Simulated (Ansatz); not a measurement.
## Zr₄Rh₂O: computed property card

Zr$_{4}$Rh$_{2}$O:
```
CELL_PARAMETERS angstrom
      0.00000     6.21172     6.21172
      6.21172     0.00000     6.21172
      6.21172     6.21172     0.00000
ATOMIC_POSITIONS crystal
  Zr 0.12500 0.62500 0.62500
  Zr 0.62500 0.62500 0.12500
  Zr 0.62500 0.12500 0.62500
  Zr 0.62500 0.62500 0.62500
  Zr 0.81635 0.81635 0.18365
  Zr 0.06635 0.06635 0.43365
  Zr 0.18365 0.18365 0.81635
  Zr 0.43365 0.43365 0.06635
  Zr 0.18365 0.81635 0.81635
  Zr 0.43365 0.06635 0.06635
  Zr 0.81635 0.18365 0.18365
  Zr 0.06635 0.43365 0.43365
  Zr 0.81635 0.18365 0.81635
  Zr 0.06635 0.43365 0.06635
  Zr 0.18365 0.81635 0.18365
  Zr 0.43365 0.06635 0.43365
  Rh 0.78547 0.40484 0.40484
  Rh 0.84516 0.84516 0.46453
  Rh 0.40484 0.78547 0.40484
  Rh 0.84516 0.84516 0.84516
  Rh 0.40484 0.40484 0.40484
  Rh 0.84516 0.46453 0.84516
  Rh 0.40484 0.40484 0.78547
  Rh 0.46453 0.84516 0.84516
  O  0.62500 0.12500 0.12500
  O  0.12500 0.12500 0.62500
  O  0.12500 0.62500 0.12500
  O  0.12500 0.12500 0.12500
```

Space group Fd-3m (No. 227); conventional cell a = 12.4234 Å, b = 12.4234 Å, c = 12.4234 Å, α = 90.00°, β = 90.00°, γ = 90.00°.

Method: plane-wave PAW r²SCAN (Ansatz code). The cell and atoms are relaxed at this level. Other levels are named where they apply.

**Cell and energy**

- Volume per atom = 17.12 Å³
- Density = 8.13 g/cm³
- Formation energy from the elements (no fitted shifts) = -132 kJ/mol-atom

**Electronic structure**

- Electronic character = metallic (no gap)
- Density of states at the Fermi level = 0.77 states/eV per atom (mean over ±0.08 eV)
- Gap with spin–orbit coupling = none (metallic)

**Magnetism**

- Magnetic order: non-magnetic (starting moments vanished)

**Mechanics**

- Bulk modulus (Birch–Murnaghan fit) = 165 GPa
- Pressure derivative B′ = 4.4

**Charges**

- Bader charges = Zr +1.44 to +1.46, Rh -2.17, O -1.48 e

The start of the workflow was typed in or built on a structure type; neither database checked (COD, Materials Project) lists it. Its standing as an ambient phase is unchecked. The cell was relaxed with r²SCAN under the symmetry of its start; whether a distortion lowers the energy is not shown. The workflow began spin-polarised and lost its moments. The references are the lowest solids computed at this level, not always the standard phases (solids in place of the gases). Spin–orbit coupling is left out wherever it is not named.

Potentials: the later of the program's two PAW sets.
